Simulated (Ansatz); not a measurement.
**Y2Os: vibrational free energy, entropy and heat capacity**

Level of theory: DFT PBE, scalar-relativistic, plane waves, PAW in Ansatz. Settings: 420 eV plane-wave cutoff, Γ-centred 12×12×12 mesh, Fermi-Dirac smearing of 0.15 eV. No spin polarisation. Phonons by linear response, acoustic sum rule imposed.

Equilibrium structure at this level:
```xyz
3
Lattice="0.0000 3.3901 3.3901 3.3901 0.0000 3.3901 3.3901 3.3901 0.0000" Properties=species:S:1:pos:R:3 pbc="T T T"
Y     1.6951    1.6951    1.6951
Y     5.0852    5.0852    5.0852
Os    0.0000    0.0000    0.0000
```

The structure comes from a generated guess, relaxed at this level; another structure or a mixture of phases may lie lower. In a metal, frequencies and elastic constants depend on the k mesh and the smearing, soft modes and shear constants most. Some empty bands missed the eigensolver's threshold. Spin–orbit coupling is left out, which matters for heavy elements. The q mesh is coarse, so values between its points are rough.

Force constants from linear response on a 2×2×2 q mesh, interpolated to a fine mesh.

Phonon density of states, in bins of 5 cm⁻¹:
```
bin centre (cm⁻¹)  share of modes (%)
              2.5                 0.0
              7.5                 0.0
             12.5                 0.1
             17.5                 0.1
             22.5                 0.2
             27.5                 0.3
             32.5                 0.4
             37.5                 0.6
             42.5                 0.8
             47.5                 1.1
             52.5                 2.3
             57.5                 3.4
             62.5                 2.6
             67.5                 3.4
             72.5                 4.0
             77.5                 3.9
             82.5                 2.4
             87.5                 2.3
             92.5                 2.3
             97.5                 3.4
            102.5                 5.2
            107.5                 4.8
            112.5                 5.1
            117.5                 5.6
            122.5                 3.8
            127.5                 3.5
            132.5                 2.7
            137.5                 2.1
            142.5                 2.5
            147.5                 2.5
            152.5                 2.8
            157.5                 3.1
            162.5                 3.4
            167.5                 4.5
            172.5                 4.7
            177.5                 4.5
            182.5                 2.0
            187.5                 1.4
            192.5                 1.0
            197.5                 0.7
            202.5                 0.4
            207.5                 0.0
```

(1) What is the zero-point energy per atom?

(2) How large are the vibrational entropy and heat capacity at 300 K?

(3) Tabulate them against temperature.

## Answers

(1) 22.0 meV.

(2) S = 4.97 k_B and C_V = 2.91 k_B per atom, 97 % of the Dulong–Petit value.

(3)
```
T (K)  F_vib (meV/atom)  S (k_B/atom)  C_V (k_B/atom)
  100              15.2          2.00            2.34
  200             -10.6          3.81            2.81
  300             -48.7          4.97            2.91
  400             -95.4          5.82            2.95
  500            -148.5          6.48            2.97
  600            -206.7          7.02            2.98
  700            -269.2          7.48            2.98
  800            -335.4          7.88            2.99
  900            -404.9          8.23            2.99
 1000            -477.2          8.55            2.99
```
